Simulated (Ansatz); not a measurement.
A geometry of ZnCu₂SnSe₄ away from equilibrium: step 3 of the relaxation of a relaxed ZnCu2SnSe4 cell shaken by Gaussian noise of σ = 0.08 Å a coordinate. Level of theory: PBE (plane waves to 420 eV, PAW, scalar-relativistic; Ansatz, a quantum-chemistry and plane-wave program). Γ-centred k-mesh 4×4×3 on the run's cell (coarser than for final values), Fermi–Dirac smearing 0.05 eV.

```
ZnCu2SnSe4
1.0
    6.58981     0.04067    -0.01697
   -3.25968     5.67933     0.01635
   -0.01986     0.01063     7.74777
Cu Se Sn Zn
2 4 1 1
Direct
  0.65098   0.32551   0.24515
  0.29941   0.64810   0.24238
  0.47850   0.48960   0.41170
  0.97662   0.46829   0.42124
  0.47208   0.98289   0.41405
  0.00825   0.97826   0.05474
  0.06674   0.06134   0.39673
  0.01975   0.01561   0.75283
```

### Question
Predict the force on each atom, in eV/Å.

### Answer
```
atom     Fx     Fy     Fz
----  -----  -----  -----
Cu1    0.14  -0.05   0.04
Cu2   -0.16   0.24  -0.02
Se3    0.05   0.02   0.05
Se4    0.01  -0.28  -0.06
Se5   -0.17   0.03  -0.10
Se6    0.04  -0.25  -0.03
Sn7    0.12   0.25   0.17
Zn8   -0.03   0.05  -0.06
```

### Question
What is the pressure?

### Answer
+0.3 GPa, compression positive.

### Question
How much energy per atom can still be gained by relaxing?

### Answer
0.53 to 0.54 eV/atom (the two k-meshes of the run give this range); the path ends in P1 (No. 1).

No spin polarisation in the result.

The end of the path is a generated cell of ZnCu2SnSe4: the first start was made by a random draw of sites in a space group, and the end was not matched to a known phase here, so it may be hypothetical. Known forms of ZnCu2SnSe4 include space group No. 82.
